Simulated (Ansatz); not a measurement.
A geometry of Rh away from equilibrium: the start of the relaxation of a relaxed Rh cell, doubled along one cell vector, shaken by Gaussian noise of σ = 0.08 Å a coordinate. Method: PBEsol (plane waves to 420 eV, PAW, scalar-relativistic; Ansatz, a quantum-chemistry and plane-wave program). Γ-centred k-mesh 10×5×10 on the run's cell (coarser than for final values), Fermi–Dirac smearing 0.05 eV.

```xyz
4
Lattice="0.0000 2.7165 2.7165 5.4329 0.0000 5.4329 2.7165 2.7165 0.0000" Properties=species:S:1:pos:R:3:forces:R:3 pbc="T T T" free_energy=-25349.365 pressure_GPa=2.3
Rh     4.1234     4.1734     4.1744   -0.2223   -0.8613   -0.4827
Rh     6.7454     4.1012     6.7043   -1.5758   -2.2002    2.2977
Rh     2.6795     2.7676     2.7165    0.4059    0.6175    0.6819
Rh     5.3678     2.5789     5.5478    1.3921    2.4440   -2.4969
```

Positions in Å, forces in eV/Å, free energy of the cell in eV (comparable only within this code, potentials and settings). Largest force: 3.76 eV/Å, on Rh4 (atoms numbered as listed); the geometry lies 1.26 eV/atom above the end of its relaxation.

No spin polarisation in the result.

The end of the path is a generated cell of Rh: the first start was made by placing the elements on the sites of a structure type, and the end was not matched to a known phase here, so it may be hypothetical. Known forms of Rh include space group No. 225.
